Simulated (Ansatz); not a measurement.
# La6AgSb2: single run (Ansatz)

Run with:

```bash
ansatz run input.yaml --threads 1 --pin off --max-ram 2560MiB --backend cpu --events-out ev --progress --plain --runs-dir out
```

The input file (Ansatz 0.2.0, plane waves):

```yaml
crystal:
  lattice:
    - [8.48408, 0.0, 0.0]
    - [-4.24204, 7.347434, 0.0]
    - [0.0, 0.0, 4.360597]
  atoms:
    - { symbol: La, position: [0.236, 0.0, 0.0] }
    - { symbol: La, position: [0.764, 0.764, 0.0] }
    - { symbol: La, position: [0.0, 0.236, 0.0] }
    - { symbol: La, position: [0.597, 0.0, 0.5] }
    - { symbol: La, position: [0.403, 0.403, 0.5] }
    - { symbol: La, position: [0.0, 0.597, 0.5] }
    - { symbol: Ag, position: [0.0, 0.0, 0.5] }
    - { symbol: Sb, position: [0.3333, 0.6667, 0.0] }
    - { symbol: Sb, position: [0.6667, 0.3333, 0.0] }
  symmetry: { detect: false }
kpoints:
  mp_grid: { grid: [3, 3, 4], shift: [0, 0, 0] }
magnetization:
  spin_polarized: false
scf:
  occupations: { method: fermi_dirac, width: 0.0978 }
hamiltonian:
  pseudopotentials: { kind: paw }
  xc: r2scan
basis:
  ecutwfc: 500
output:
  forces: true
  stress: true
  eigenvalues: true
```

Origin of the cell: a known structure type with other elements, at an estimated volume, so it need not be a known compound.

Output (shortened):

```
Pseudopotentials: kind: paw
Pseudopotential: La, paw, valence charge 11, recommended cutoff 500 eV (meta_gga), La.paw.azcp
Pseudopotential: Ag, paw, valence charge 19, recommended cutoff 500 eV (meta_gga), Ag.paw.azcp
Pseudopotential: Sb, paw, valence charge 15, recommended cutoff 500 eV (meta_gga), Sb.paw.azcp
Functional definition: r2SCAN
  exchange = r2scan_x(k0 = k0, k1 = k1, a1 = a1)
  correlation = r2scan_c
Crystal: 9 atoms, lattice volume = 271.823 Å³
Basis set: ecut = 500 eV, 6891 PW (Γ), exchange–correlation on 256×256×128 points (64 copies of the dense FFT grid, shifted against one another)
Bands: 69, of which v1, the nominal top of the filled ones, is band 58 counted from 1 (57 counted from 0)
Symmetry: 1 space group operations
[… 10 lines left out …]
Initial density: superposition of atomic densities (neutral atoms: chi_scale 0, normalization atom), corrected by the library's trained network
Functional: x = r2scan, c = r2scan; τ floored in thin density (d = 2e-4 eV/Å³)
SCF iter   1: F=—  HF=-58195.787343 eV  Δρ=8.62e-3  dr2=2.94e-1  dr2_τ=3.37e-2
SCF iter   2: F=—  HF=-58196.244978 eV  Δρ=4.92e-3  dr2=1.03e-1  dr2_τ=2.20e-3
SCF iter   3: F=—  HF=-58196.231452 eV  Δρ=1.17e-3  dr2=7.32e-3  dr2_τ=5.41e-4
SCF iter   4: F=—  HF=-58196.233244 eV  Δρ=6.27e-4  dr2=1.00e-3  dr2_τ=6.48e-5
SCF iter   5: F=—  HF=-58196.233470 eV  Δρ=2.44e-4  dr2=2.45e-4  dr2_τ=1.29e-5
SCF iter   6: F=—  HF=-58196.233521 eV  Δρ=9.25e-5  dr2=3.09e-5  dr2_τ=3.77e-7
SCF iter   7: F=—  HF=-58196.233727 eV  Δρ=2.21e-5  dr2=1.97e-6  dr2_τ=9.47e-8
SCF iter   8: F=—  HF=-58196.233728 eV  Δρ=8.78e-6  dr2=3.52e-7  dr2_τ=4.25e-9
SCF iter   9: F=-58196.233728 eV  HF=-58196.233728 eV  Δρ=2.45e-6  dr2=2.58e-8  dr2_τ=7.91e-10
SCF 1 converged in 9 iterations: F = -58196.233728 eV  dr2 = 2.58e-8
SCF converged after 9 iterations
Free energy (F): -58196.233728 eV
Harris-Foulkes:  -58196.233728 eV  (|F-HF|=1.31e-8)
Internal energy: -58195.910048 eV  (E = F + TS)
E sigma→0 (E₀):  -58196.071888 eV
Entropy (-TS):   -0.323680 eV (-35.964 meV/atom)
Fermi energy:    12.737615 eV
--- Per-component energies (eV) ---
  E_band       = -830.914170
  E_kinetic    = 2111.206018
  E_local      = -8727.378809  (includes V_loc(G=0)·N_el)
  E_nonlocal   = 1366.543634
  E_hartree    = 3797.576357
  E_xc         = -1233.779029
  E_vxc        = -1442.793237  (∫ρ·V_xc dr)
  E_paw        = -45750.425612  (= ΣΔE_a)
  E_vpaw       = -1816.571084  (= ΣTr[D̂ρ^β])
  E_aug_tail   = 0.000066  (compensation charges beyond the density's cutoff)
  E_vtau       = 82.939750  (kinetic-family band-sum trace: ∫τ·v_τ [+ j·A + Jᵃ·Aᵃ] dr)
  E_ewald      = -9760.566511
  E_core_change = 0.913838  (= ΣΔE_core)
  E_smearing   = -0.323680  (= −TS)
  Σ components = -58196.233728   (vs F -58196.233728, Δ=0.00e0)
--- Forces (eV/Å), atoms counted from 1 ---
  atom   1  La     0.909402     0.000881     0.000000
  atom   2  La    -0.455518    -0.788970     0.000000
  atom   3  La    -0.453941     0.788001     0.000000
  atom   4  La    -0.771738    -0.000464    -0.000000
  atom   5  La     0.386384     0.669244     0.000000
  atom   6  La     0.385468    -0.668587    -0.000000
  atom   7  Ag    -0.000004    -0.000012     0.000000
  atom   8  Sb     0.002529    -0.001522     0.000000
  atom   9  Sb    -0.002584     0.001431    -0.000000
  max |Σ_I F_I| component: 2.62e-6 eV/Å
--- Stress (GPa, compression-positive) ---
        4.162063      -0.000314      -0.000000
       -0.000314       4.161666      -0.000000
       -0.000000      -0.000000       5.205052
  P = ⅓ Tr σ = 4.5096 GPa (45.096 kbar)
```

Caveats: no moments, though an odd count or open d shells may carry them; no spin-orbit coupling, though heavy elements are present; the k mesh is coarse if the cell is a metal.

The run took 110 s on 1 thread of Arm Neoverse V1 (shared host), peak memory 1.1 GiB, from the program's own first density.
